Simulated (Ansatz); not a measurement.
A 6-atom cell of SiO2 built on the rutile structure (relaxed group P4_2/mnm) at its r2SCAN geometry, run in Ansatz 0.2.0 at 2 levels of theory. No spin polarisation and no zero-point or thermal motion.

The r2SCAN input:
```yaml
crystal:
  lattice:
    - [4.1851909281, 0.0, 0.0]
    - [0.0, 4.1851909281, 0.0]
    - [0.0, 0.0, 2.6688388331]
  atoms:
    - { symbol: Si, position: [0.5, 0.5, 0.5] }
    - { symbol: Si, position: [0.0, 0.0, 0.0] }
    - { symbol: O, position: [0.193898886, 0.806101114, 0.5] }
    - { symbol: O, position: [0.806101114, 0.193898886, 0.5] }
    - { symbol: O, position: [0.306101114, 0.306101114, 0.0] }
    - { symbol: O, position: [0.693898886, 0.693898886, 0.0] }
kpoints:
  mp_grid: { grid: [6, 6, 10] }
  band_path:
    path:
      - [0.0, 0.0, 0.0]
      - [0.0, 0.5, 0.0]
      - [0.5, 0.5, 0.0]
      - [0.0, 0.0, 0.5]
      - [0.0, 0.5, 0.5]
      - [0.5, 0.5, 0.5]
    npoints: 1
hamiltonian:
  xc: r2scan
scf:
  occupations: { method: fixed }
  n_extra_bands: 5
output:
  forces: true
  stress: true
  eigenvalues: true
  write_density: true
  write_potential: true
  elf: true
  volumetric_format: npy
```

Main results, then, where recorded, the levels near the gap in eV from the Fermi energy (columns number the bands from 0), one row a point of the path (Γ, X, M, Z, R, A):
```
Crystal: 6 atoms, lattice volume = 46.747 Å³
Symmetry: 16 space group operations
Space group: P42/mnm (ITA 136)
```
```
Basis set: ecut = 500 eV, 1177 PW (Γ)
k-points: 60 of 360
SCF converged after 7 iterations
Free energy (F): -3559.337037 eV
Fermi energy:    10.117285 eV
--- Forces (eV/Å), atoms counted from 1 ---
  atom   1  Si      0.00000      0.00000      0.00000
  atom   2  Si      0.00000      0.00000      0.00000
  atom   3  O       0.00001    -0.00001      0.00000
  atom   4  O     -0.00001      0.00001      0.00000
  atom   5  O     -0.00001    -0.00001      0.00000
  atom   6  O       0.00001      0.00001      0.00000
--- Stress (GPa, compression-positive) ---
        0.000793       0.000000       0.000000
        0.000000       0.000793       0.000000
        0.000000       0.000000       0.000059
  P = ⅓ Tr σ = 0.0005 GPa (0.005 kbar)
```
```tsv
band_13	band_14	band_15	band_16	band_17	band_18
-0.879	-0.879	0.000	6.512	7.668	9.506
-2.698	-1.076	-1.076	8.710	8.710	10.086
-2.675	-2.316	-2.316	8.411	8.411	11.083
-3.097	-2.706	-2.706	10.169	10.169	13.764
-2.296	-1.798	-1.798	9.839	9.839	10.919
-1.777	-1.602	-1.602	8.186	8.186	12.026
```

r2SCAN gives a direct gap of 6.51 eV at Γ.

Problem. In the first input these blocks are replaced (the band path and keys that only write files left aside):
```yaml
kpoints:
  mp_grid: { grid: [4, 4, 6] }
hamiltonian:
  xc: hse06
```
What comes out?

Solution.
```
Basis set: ecut = 420 eV, 913 PW (Γ)
k-points: 24 of 96
Exchange kernel: α = 0.2500, screened, ω = 0.2079 Å⁻¹, Wigner–Seitz truncation, v(0) = 1037.2362 eV·Å³, q-mesh 4×4×6
hybrid outer 1: dexx = +1.116e-2 eV, tail = 1.37e-5 eV
hybrid outer 2: dexx = +1.657e-7 eV, tail = 4.18e-9 eV, Δε = 1.64e-3 eV, ΔF = 1.07e-3 eV/Å
hybrid SCF converged: 2 outer / 11 inner (+2 warm-up)
Free energy (F): -3547.834543 eV
Fermi energy:    9.145249 eV
--- Forces (eV/Å), atoms counted from 1 ---
  atom   1  Si      0.00000      0.00000      0.00000
  atom   2  Si      0.00000      0.00000      0.00000
  atom   3  O     -0.04311      0.04311      0.00000
  atom   4  O       0.04311    -0.04311      0.00000
  atom   5  O       0.04311      0.04311      0.00000
  atom   6  O     -0.04311    -0.04311      0.00000
--- Stress (GPa, compression-positive) ---
       -1.582022       0.000000       0.000000
        0.000000      -1.582022       0.000000
        0.000000       0.000000      -2.551580
  P = ⅓ Tr σ = -1.9052 GPa (-19.052 kbar)
```
```tsv
band_13	band_14	band_15	band_16	band_17	band_18
-0.825	-0.825	0.000	7.661	8.733	10.610
-2.590	-1.083	-1.083	9.891	9.891	11.213
-2.699	-2.417	-2.417	9.575	9.575	12.273
-3.227	-2.829	-2.829	11.370	11.370	14.949
-2.270	-1.849	-1.849	10.984	10.984	12.049
-1.803	-1.658	-1.658	9.309	9.309	13.170
```
With HSE06 the gap is 7.66 eV and direct, at Γ. With the atoms held, the mean pressure is -1.9 GPa (compression positive). (The program warns that its thresholds are loose for a hybrid's stress.)

The hybrids run on coarser meshes, which limits their stresses and small splittings of levels.

Totals of different functionals can't be compared.

The meshes of the hybrids are coarse, so their gaps aren't converged to the digits shown.
